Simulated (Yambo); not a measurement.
Yambo input for Ba₂LaTaO₆ (space group C2/m, No. 12) (a = b = 6.089 Å, c = 6.171 Å, α = β = 119.93°, γ = 60.05°), on PBEsol (Quantum ESPRESSO, PseudoDojo norm-conserving, 110 Ry, scalar-relativistic) wavefunctions on a 4×4×4 mesh:

```
optics
chi
dipoles
kernel
FFTGvecs= 40 Ry
Chimod= "HARTREE"
NGsBlkXd= 3 Ry
% QpntsRXd
 1 | 1 |
%
% BndsRnXd
 2 | 134 |
%
GrFnTpXd= "R"
% EnRngeXd
 0.0 | 20.0 | eV
%
% DmRngeXd
 0.2 | 0.2 | eV
%
CGrdSpXd= 50
ETStpsXd= 161
% LongDrXd
 1.0 | 0.0 | 0.0 |
%
```

First lines of the file o-*.eps_q1_inv_rpa_dyson:

```
Absorption @ Q(1):   1.00000000     0.00000000     0.00000000    [q->0 direction]
#
# [ X ] Hartree size     :  117
# [GEN] GF Energies     : Perdew, Burke & Ernzerhof SOL(X)+Perdew, Burke & Ernzerhof SOL(C)
# [GEN] Green`s Function     : Retarded
#
# [GEN] Gauge     : Length
# [GEN] [r,Vnl] included     : yes
#
#    E[1] [eV]     Im(eps)     Re(eps)     Im(eps_o)     Re(eps_o)
#
     0.000000     0.87390E-09     4.551529     0.87467E-20     4.875066
     0.125000     0.003291     4.552553     0.003684     4.876212
     0.250000     0.006599     4.555629     0.007389     4.879655
     0.375000     0.009940     4.560772     0.011133     4.885414
     0.500000     0.013332     4.568010     0.014937     4.893519
     0.625000     0.016793     4.577378     0.018823     4.904014
     0.750000     0.020343     4.588925     0.022814     4.916957
     0.875000     0.024001     4.602712     0.026935     4.932419
     1.000000     0.027792     4.618813     0.031213     4.950490
     1.125000     0.031738     4.637317     0.035678     4.971274
     1.250000     0.035868     4.658327     0.040363     4.994897
     1.375000     0.040214     4.681967     0.045307     5.021504
     1.500000     0.044809     4.708378     0.050552     5.051269
     1.625000     0.049696     4.737727     0.056150     5.084390
     1.750000     0.054920     4.770205     0.062160     5.121101
     1.875000     0.060537     4.806036     0.068650     5.161673
     2.000000     0.066613     4.845479     0.075704     5.206424
     2.125000     0.073227     4.888836     0.083422     5.255726
     2.250000     0.080473     4.936463     0.091929     5.310017
     2.375000     0.088469     4.988775     0.101375     5.369818
     2.500000     0.097363     5.046268     0.111955     5.435748
     2.625000     0.107341     5.109533     0.123916     5.508555
     2.750000     0.118644     5.179283     0.137582     5.589148
     2.875000     0.131596     5.256389     0.153388     5.678647
     3.000000     0.146637     5.341930     0.171939     5.778451
     3.125000     0.164396     5.437260     0.194100     5.890339
     3.250000     0.185811     5.544115     0.221184     6.016607
     3.375000     0.212382     5.664742     0.255298     6.160268
     3.500000     0.246702     5.802052     0.300130     6.325249
     3.625000     0.293727     5.959453     0.362758     6.516150
     3.750000     0.363287     6.138536     0.457230     6.734854
     3.875000     0.468288     6.328968     0.601553     6.966165
     4.000000     0.597168     6.510043     0.778742     7.181711
```
(The file goes on to the top of the energy range.) Convergence of the RPA response with its 4×4×4 mesh was not tested.

Spin-orbit coupling is not included.

Geometry of the Materials Project entry, not relaxed at this level.

The structure is a Materials Project entry; no match was found in the copy of COD used, and its stability was not checked.
